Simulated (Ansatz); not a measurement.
MgO (CsCl type, Pm-3m), PBEsol (plane waves, PAW; program Ansatz). The conduction-band minimum lies at Γ, with 1 equivalent valley. Second derivatives d²E/dk² of the lowest band at one valley (eV·Å²), along Cartesian directions:

| direction | d²E/dk² |
|---|---|
| [100] | 27.97 |
| [010] | 27.97 |
| [001] | 27.97 |
| [110] | 27.98 |
| [101] | 27.98 |
| [011] | 27.98 |

**Question.** Find the principal effective masses, the density-of-states mass and the conductivity mass.

**Answer.** Off-diagonal terms follow from H_xy = H[110] − (H_xx + H_yy)/2, and m*/mₑ = 7.620 eV·Å² over each eigenvalue: 0.27, 0.27, 0.27. One valley's DOS mass (m₁m₂m₃)^(1/3) = 0.27, conductivity mass 3/(Σ 1/mᵢ) = 0.27 mₑ.

**Question.** What effective density of states Nc follows at 300 K for parabolic valleys?

**Answer.** Nc = 2.509e19 × 1 × (0.27)^(3/2) ≈ 3.5e18 cm⁻³.

**Question.** With the computed static dielectric constant 84.4 (mean of the diagonal), estimate a hydrogenic donor's binding energy and radius.

**Answer.** E = 13.606 eV × 0.27/84.4² ≈ 0.52 meV; a = 0.529 Å × ε/m* ≈ 170 Å. Semilocal masses tend to be too small where the gap is.

**Question.** With ε∞ = 3.78 and ω_LO = 595 cm⁻¹, what Fröhlich coupling constant follows?

**Answer.** α = (1/ε∞ − 1/ε0) √(m* × 13.606 eV/ħω_LO) = 1.8.

This is a known high-pressure phase of the composition, computed here at zero pressure and temperature. The PBEsol relaxation kept the symmetry of its start. At this level the phase is dynamically unstable (imaginary phonons).

Potentials: the later of the program's two PAW sets.
